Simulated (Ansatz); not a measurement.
Method: DFT PBE, scalar-relativistic, plane waves, PAW in Ansatz 0.2.0. Settings: cutoff 420 eV, Γ-centred meshes spaced at most about 0.3 Å⁻¹, and about 0.25 Å⁻¹ or finer for metals (2π included), Gaussian smearing. No spin polarisation in the final relaxations.

Temperature and zero-point effects are left out. All come from trial cells, and lower structures may exist.

Task: Order these relaxed structures of Al₄GeRu by energy, lowest first, with the energy over the lowest of them.
A.

```
CELL_PARAMETERS angstrom
4.58830 0.00000 0.00000
-2.29415 3.97358 0.00000
0.00000 0.00000 5.23258
ATOMIC_POSITIONS crystal
Al 0.33333 0.66667 0.75383
Al 0.33333 0.66667 0.24617
Al 0.66667 0.33333 0.75383
Al 0.66667 0.33333 0.24617
Ge 0.00000 0.00000 0.50000
Ru 0.00000 0.00000 0.00000
```

B.

```
CELL_PARAMETERS angstrom
0.00000 3.63345 3.63345
3.63345 0.00000 3.63345
3.63345 3.63345 0.00000
ATOMIC_POSITIONS crystal
Al 0.12322 0.62559 0.62559
Al 0.62559 0.62559 0.62559
Al 0.62559 0.62559 0.12322
Al 0.62559 0.12322 0.62559
Ge 0.25000 0.25000 0.25000
Ru 0.00000 0.00000 0.00000
```

C.

```
CELL_PARAMETERS angstrom
4.54473 0.00000 0.00000
2.21348 4.11081 0.00000
2.25418 -0.11936 10.35624
ATOMIC_POSITIONS crystal
Al 0.04760 0.42596 0.92448
Al 0.97784 0.78342 0.37103
Al 0.86443 0.73364 0.68882
Al 0.60861 0.76029 0.15115
Al 0.55550 0.39187 0.64853
Al 0.27859 0.40433 0.16546
Al 0.71982 0.10738 0.91856
Al 0.66716 0.39780 0.37164
Ge 0.37274 0.76988 0.92457
Ge 0.29317 0.04167 0.47902
Ru 0.17164 0.08537 0.71939
Ru 0.94290 0.09839 0.13735
```

D.

```
CELL_PARAMETERS angstrom
-2.94608 2.94608 3.11252
2.94608 -2.94608 3.11252
2.94608 2.94608 -3.11252
ATOMIC_POSITIONS crystal
Al 0.50000 0.50000 0.50000
Al 0.50000 0.00000 0.00000
Al 0.00000 0.00000 0.50000
Al 0.00000 0.50000 0.00000
Ge 0.00000 0.00000 0.00000
Ru 0.50000 0.50000 0.00000
```

Result: C (0 meV/atom), D (133 meV/atom), A (300 meV/atom), B (377 meV/atom). Forms: C P1; D I4/mmm; A P6/mmm; B F-43m. Counting Al or Ru atoms around Ge (for each partner element, those within 1.25 times its shortest distance or 1.15 times the sum of covalent radii, where it is the nearest in units of that sum or under 1.3; a plus sign parts groups by distance over the sum of covalent radii; the shortest distance is added where it exceeds 1.18 times the sum of covalent radii; a slash parts the counts of unlike sites): C has Ge 1+10/11; D has Ge 10; A has Ge 2+12; B has Ge 16 from 3.0 Å.

Cells relaxed within their symmetry can be saddle points. Some structure types and database cells were kept out of the candidates from the start, so a known form may be missing.
